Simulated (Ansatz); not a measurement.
**A vibration from a frozen displacement in WC**

Theory: DFT r2SCAN, scalar-relativistic, plane waves, PAW (Ansatz 0.2.0). The runs took a 500 eV cutoff, a Γ-centred 18×18×18 mesh and Gaussian smearing (0.15 eV). Spin–orbit coupling is left out, which matters for the heavy elements here. No spin polarisation. Energies are free energies at this smearing, counted from the undisturbed cell; pressure is positive in compression.

Reference structure (as given, not relaxed at this level; it stands at -5.2 GPa; this rock-salt form isn't the usual structure):

```xyz
2
Lattice="0.0000 2.1927 2.1927 2.1927 0.0000 2.1927 2.1927 2.1927 0.0000" Properties=species:S:1:pos:R:3 pbc="T T T"
W     0.0000    0.0000    0.0000
C     2.1927    2.1927    2.1927
```

Every W atom is moved by x along the Cartesian unit vector (0.000, 0.000, -1.000); the cell and all other atoms stay fixed. The cell's volume is 21.08 Å³; the moved atoms weigh 183.840 u together and the others 12.011 u. Some rows repeat others by symmetry and weren't run.

| x (Å) | ΔE (meV/cell) | total force on the moved atoms along the move (eV/Å) | pressure (GPa) |
| --- | --- | --- | --- |
| -0.1000 | 28.22 | 0.6050 | -3.6658 |
| -0.0875 | 21.22 | 0.5163 | -4.0388 |
| -0.0750 | 15.30 | 0.4309 | -4.3608 |
| -0.0625 | 10.43 | 0.3483 | -4.6319 |
| -0.0500 | 6.57 | 0.2703 | -4.8528 |
| -0.0375 | 3.65 | 0.1976 | -5.0250 |
| -0.0250 | 1.61 | 0.1296 | -5.1478 |
| -0.0125 | 0.40 | 0.0643 | -5.2215 |
| 0.0000 | 0.00 | 0.0000 | -5.2460 |
| 0.0125 | 0.40 | -0.0643 | -5.2215 |
| 0.0250 | 1.61 | -0.1296 | -5.1478 |
| 0.0375 | 3.65 | -0.1976 | -5.0250 |
| 0.0500 | 6.57 | -0.2703 | -4.8528 |
| 0.0625 | 10.43 | -0.3483 | -4.6319 |
| 0.0750 | 15.30 | -0.4309 | -4.3608 |
| 0.0875 | 21.22 | -0.5163 | -4.0388 |
| 0.1000 | 28.22 | -0.6050 | -3.6658 |

Question: What frequency belongs to this motion?

Answer: The force constant is k = −dF/dx = 5.144 eV/Å², from the parabola through x = -0.0125, 0 and 0.0125. In every cell the moved atoms swing against the rest, so the mass is μ = m₁m₂/(m₁ + m₂) = 11.274 u, and ν̃ = 521.5 cm⁻¹ × √(|k|/μ) = 352 cm⁻¹, at this cell's pressure of -5.2 GPa. To first order in x, and within 1 %, the force on every atom lies along the move and, within each of the two groups, in proportion to the atom's mass, so this is itself a mode at the zone centre of this cell.

Question: How far does the harmonic law reach?

Answer: At x = -0.100 Å, kx²/2 = 25.72 meV against the computed 28.22 meV (+9.7 %): the well stiffens in this direction at large amplitude.

In a metal these slopes depend on the k mesh and the smearing.